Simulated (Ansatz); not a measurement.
Relaxed-ion elastic tensor of NbPO5 in space group P4/nmm (No. 129; Nb on 2c, P on 2b, O on 8i, O on 2c) in GPa (Voigt order), DFT-PBEsol in the program Ansatz with PAW potentials; density 4.00 g/cm³, 12.09 Å³ per atom.

```
 307  61.6  55.1   0.0   0.0   0.0
61.6   307  55.1   0.0   0.0   0.0
55.1  55.1   116   0.0   0.0   0.0
 0.0   0.0   0.0  39.8   0.0   0.0
 0.0   0.0   0.0   0.0  39.8   0.0
 0.0   0.0   0.0   0.0   0.0  59.5
```

Problem. Is the crystal mechanically stable?

Solution. Yes: the smallest eigenvalue of C is 39.8 GPa.

Problem. Work out the Voigt, Reuss and Hill averages.

Solution. K_V = 119, K_R = 96.6, K_H = 108; G_V = 65.0, G_R = 52.8, G_H = 58.9 GPa.

Problem. Give Young's modulus, Poisson's ratio, Pugh's ratio and the universal anisotropy index.

Solution. E = 9KG/(3K + G) = 150 GPa; ν = 0.27; K/G = 1.83 (near the Pugh limit of 1.75, no verdict); A_U = 5G_V/G_R + K_V/K_R − 6 = 1.39.

Problem. Estimate the sound speeds and the Debye temperature.

Solution. v_l = √((K + 4G/3)/ρ) = 6830 m/s, v_t = √(G/ρ) = 3840 m/s, mean 4270 m/s; Θ = (h/k)(3n/4πV)^(1/3) v_m = 554 K.

Problem. Solve the Christoffel equation for the three sound speeds along x, y, z.

Solution. Eigenvalues of C_ijkl n_j n_l equal ρv². In km/s, slowest first: x 3.15, 3.86, 8.76; y 3.15, 3.86, 8.76; z 3.15, 3.15, 5.39.

Problem. How much does each axis shrink under pressure?

Solution. Linear compressibilities β_i = Σ_j S_ij (j = 1 to 3): x 1.7, y 1.7, z 7.0 per TPa.

The workflow started from a Materials Project entry (that database holds measured and hypothetical structures alike); the Crystallography Open Database files this formula in space group No. 129, but the cells were not matched. Whether it is the stable phase at ambient conditions was not checked. The cell was relaxed with PBEsol under the symmetry of its start; its stability against distortions is not shown here. The run is not spin-polarised.

Potentials: the later of the program's two PAW sets.
